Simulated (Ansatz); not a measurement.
Relaxed-ion elastic tensor of InGaAs$_{2}$ in space group P-4m2 (No. 115; In on 1d, Ga on 1b, As on 2g) in GPa (Voigt order), plane-wave PAW LDA (Ansatz code); density 5.65 g/cm³, 24.59 Å³ per atom.

```
 118  27.8  50.5   0.0   0.0   0.0
27.8   118  50.5   0.0   0.0   0.0
50.5  50.5  98.8   0.0   0.0   0.0
 0.0   0.0   0.0  45.5   0.0   0.0
 0.0   0.0   0.0   0.0  45.5   0.0
 0.0   0.0   0.0   0.0   0.0  23.4
```

### Question
Is the crystal mechanically stable?

### Answer
Yes: the smallest eigenvalue of C is 23.4 GPa.

### Question
Work out the Voigt, Reuss and Hill averages.

### Answer
K_V = 65.9, K_R = 65.9, K_H = 65.9; G_V = 36.7, G_R = 33.1, G_H = 34.9 GPa.

### Question
Give Young's modulus, Poisson's ratio, Pugh's ratio and the universal anisotropy index.

### Answer
E = 9KG/(3K + G) = 89.0 GPa; ν = 0.27; K/G = 1.89 (ductile by the Pugh limit of 1.75); A_U = 5G_V/G_R + K_V/K_R − 6 = 0.54.

### Question
Estimate the sound speeds and the Debye temperature.

### Answer
v_l = √((K + 4G/3)/ρ) = 4460 m/s, v_t = √(G/ρ) = 2490 m/s, mean 2770 m/s; Θ = (h/k)(3n/4πV)^(1/3) v_m = 283 K.

### Question
How much does each axis shrink under pressure?

### Answer
Linear compressibilities β_i = Σ_j S_ij (j = 1 to 3): x 5.2, y 5.2, z 4.8 per TPa.

The workflow started from a Materials Project entry (that database holds measured and hypothetical structures alike); the Crystallography Open Database copy checked does not list it. With In and Ga taken as one species the cell has the higher symmetry F-43m, so it may be an ordered model of a mixed-site phase. Whether it is the stable phase at ambient conditions was not checked. Symmetry was held in the LDA relaxation; of distortions, only those at the zone centre were tested. As this level gives no gap, shear constants depend on the k-mesh and smearing (Fermi–Dirac, 0.1 eV here).

Potentials: the later of the program's two PAW sets.
